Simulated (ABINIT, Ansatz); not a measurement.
Given: the input of a run of Ansatz 0.2.0 on SiO. Atoms were shifted at random by some hundredths of an Å from the given cell, which wasn't relaxed again for these runs. The cell comes from a database or a generator and needn't be the stable form of this composition.

Contents of input.yaml:

```yaml
crystal:
  lattice:
    - [0.0, 2.43364, 2.43364]
    - [2.43364, 0.0, 2.43364]
    - [2.43364, 2.43364, 0.0]
  atoms:
    - { symbol: Si, position: [0.75482, 0.743213, 0.755721] }
    - { symbol: O, position: [-0.029186, -0.000325, 0.012712] }
hamiltonian:
  xc: pbe
  pseudopotentials: { kind: paw }
kpoints:
  mp_grid: { grid: [9, 9, 9] }
scf:
  occupations: { method: fermi_dirac, width: 0.05 }
output:
  forces: true
  stress: true
  eigenvalues: true
```

Potentials or basis: Ansatz PAW.

Launch:

```bash
$ ansatz run input.yaml --threads 1 --pin off --max-ram 3584MiB --backend cpu --events-out ev --progress --plain --runs-dir out
```

**Question.** Set up the same calculation for ABINIT 10.8.3 (patched build). Potentials or basis there: JTH PAW PBE v2.0, cutoff 626 eV.

**Answer.** As run (cutoffs and basis follow the program's own potentials, and thresholds, step limits or extra output files can differ):

File run.abi:

```
# Pseudopotentials
pp_dirpath "./"
pseudos "Si.GGA_PBE-JTH.xml, O.GGA_PBE-JTH.xml"

# Structure
acell 3*1.0
rprim
     0.0000000000     4.5989130859     4.5989130859
     4.5989130859     0.0000000000     4.5989130859
     4.5989130859     4.5989130859     0.0000000000
ntypat 2
znucl 14 8
natom 2
typat 1 2
xred
     0.7548200000     0.7432130000     0.7557210000
    -0.0291860000    -0.0003250000     0.0127120000
chkprim 0
chksymtnons 0
tolsym 1.0e-6

# Plane-wave basis
ecut 23.0
pawecutdg 45.0
pawxcdev 0

# k points
kptopt 1
ngkpt 9 9 9
nshiftk 1
shiftk 0.0 0.0 0.0

# Exchange and correlation
ixc 11

# Bands and occupations
nband 9
occopt 3
tsmear 0.00183747

# SCF cycle
nstep 100
tolvrs 1.0e-9

# Output
iomode 3
prtwf 0
prteig 0
prtebands 0
prtden 1
prtvha 1
prtvclmb 1
prtpot 1
```

Potentials or basis: JTH PAW PBE v2.0.

Command:

```sh
$ abinit run.abi > log 2>&1
```

Both were run:

|  | Ansatz | ABINIT |
| --- | --- | --- |
| Pressure | 0.0 GPa | -0.3 GPa |
| Largest force | 0.165 eV/Å | 0.163 eV/Å |
| Energy over the undisturbed cell | -4.1 meV/atom | -4.0 meV/atom |

Ansatz's pressure holds a Pulay term of +0.38 GPa for its cutoff of 420 eV, which the other run lacks.

Where Ansatz's input types no cutoff or centring, it takes its own default and a Γ-centred mesh.

The undisturbed cell isn't at this level's minimum, so the move can lower the energy.

Pressure is positive in compression.
